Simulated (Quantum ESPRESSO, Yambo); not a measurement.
## Levels of theory for the gap of SiC

SiC (zinc blende, space group F-43m, No. 216): one geometry, one set of norm-conserving PBEsol (Quantum ESPRESSO, 82 Ry, without SOC) orbitals, self-energies from Yambo (6×6×6 Γ-centred k mesh, 76 bands and a 14 Ry block in the screening, 76 bands in G with the Bruneval-Gonze terminator, plasmon pole fitted at 27.2 eV).

Cell and atoms were relaxed with PBEsol from Materials Project entry mp-8062, within its symmetry.

```json
[
 {"level": "PBEsol (Quantum ESPRESSO)", "gap Γ → X (eV)": "1.24", "direct gap at X (eV)": "4.46", "rough Yambo cost": "–"},
 {"level": "exchange only (Hartree-Fock self-energy on PBEsol orbitals)", "gap Γ → X (eV)": "8.08", "direct gap at X (eV)": "12.49", "rough Yambo cost": "about 1/10 (6 states)"},
 {"level": "static COHSEX@PBEsol", "gap Γ → X (eV)": "3.37", "direct gap at X (eV)": "6.72", "rough Yambo cost": "about 1/2 (3 states)"},
 {"level": "G0W0@PBEsol, plasmon pole", "gap Γ → X (eV)": "2.18", "direct gap at X (eV)": "5.64", "rough Yambo cost": "1 (6 states)"}
]
```

Bare exchange has no screening and gives the widest gap; static COHSEX screens it but leaves out the frequency dependence, which G0W0 restores.

Costs are rough ratios of core time on shared machines.

Nearest settings tried, and what they do to the gap: 47 bands in W, 47 bands in G: -15 meV; 11 Ry block (89 vectors against 169): -63 meV; 4×4×4 mesh: -18 meV. So the settings aren't converged at that level.
